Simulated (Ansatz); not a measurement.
Al2Pt (fluorite or antifluorite type, Fm-3m) under volume change, PBEsol in the plane-wave PAW code Ansatz, scaled uniformly.

```csv
V (Å³/atom),E − E(relaxed) (meV/atom),P (GPa)
15.547,71.0,16.09
16.060,29.8,9.84
16.572,7.0,4.52
17.085,0.0,-0.01
17.597,6.3,-3.85
18.110,24.0,-7.12
18.623,51.4,-9.89
```

Task: What does a third-order Birch–Murnaghan fit give for V₀, B₀ and B′?

Result: V₀ = 17.08 Å³/atom, B₀ = 139 GPa, B′ = 4.4.

Symmetry was held in the PBEsol relaxation; of distortions, only those at the zone centre were tested. No spin polarisation was allowed. Spin–orbit coupling is left out wherever it is not named.

Potentials: the later of the program's two PAW sets.
